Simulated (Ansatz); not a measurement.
## Profile along the Ti–O line in TiO2 (rutile)

TiO$_{2}$ (rutile)

```
CELL_PARAMETERS angstrom
      4.59117     0.00000     0.00000
      0.00000     4.59117     0.00000
      0.00000     0.00000     2.93906
ATOMIC_POSITIONS crystal
  Ti 0.00000 0.00000 0.00000
  Ti 0.50000 0.50000 0.50000
  O  0.30444 0.30444 0.00000
  O  0.80444 0.19556 0.50000
  O  0.19556 0.80444 0.50000
  O  0.69556 0.69556 0.00000
```

Fields along a shortest Ti–O line of a (-1 1 0) plane (1.94 Å), from Ti to O, interpolated on the slice's grid (step about 0.2 Å). These are PBEsol (plane waves to 420 eV, PAW, scalar-relativistic; Ansatz, a first-principles code) values and carry that method's errors. k mesh 7×7×11. Inside the PAW spheres the values are not all-electron values, and peaks at nuclei hang on which shells count as valence. TiO2 is run without spin polarisation. TiO2 was relaxed with its symmetry unable to fall.

```tsv
distance from Ti (Å)	valence electron density (e/Å³)	electron localisation function
0.00	9.99	x
0.10	9.95	x
0.19	9.62	x
0.29	8.81	x
0.39	7.46	x
0.48	5.74	0.65
0.58	3.92	0.66
0.68	2.36	0.56
0.78	1.36	0.37
0.87	0.89	0.22
0.97	0.75	0.23
1.07	0.82	0.40
1.16	1.06	0.62
1.26	1.51	0.78
1.36	2.25	0.83
1.46	3.35	0.80
1.55	4.68	x
1.65	5.95	x
1.75	6.91	x
1.84	7.17	x
1.94	7.17	x
```

x: too close to a nucleus for the ELF to mean much.

Density on the Ti–O line (1.94 Å) at its midpoint: 0.75 e/Å³. ELF at that point: 0.2.
